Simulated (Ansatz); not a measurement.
# All-electron card of Re

```xyz
2
Lattice="2.7748 0.0000 0.0000 -1.3874 2.4030 0.0000 0.0000 0.0000 4.4859" Properties=species:S:1:pos:R:3 pbc="T T T"
Re    0.0000    1.6020    1.1215
Re    1.3874    0.8010    3.3644
```

Atom numbers follow the list: Re1, Re2.

The cell was built from the hcp type and relaxed in the same program, and has space group P6_3/mmc; it needn't be a known or the stable phase.

No spin–orbit coupling, which matters for the heavy atoms here.

All numbers below come from DFT, PBE, all-electron LAPW, scalar-relativistic (Ansatz 0.2.0).

The runs use a Γ-centred 14×14×8 k mesh, Fermi–Dirac smearing of 0.08 eV, basis error target 1 meV/atom, no spin polarisation.

* Pressure at this cell: 0.12 GPa
* Volume per atom: 14.96 Å³

Question: Predict this quantity. Band gap.

Answer: none: bands cross the Fermi level, a metal.

Question: Give the computed value. Density of states at the Fermi level (0.2 eV bin).

Answer: 1.49 states/eV per cell.
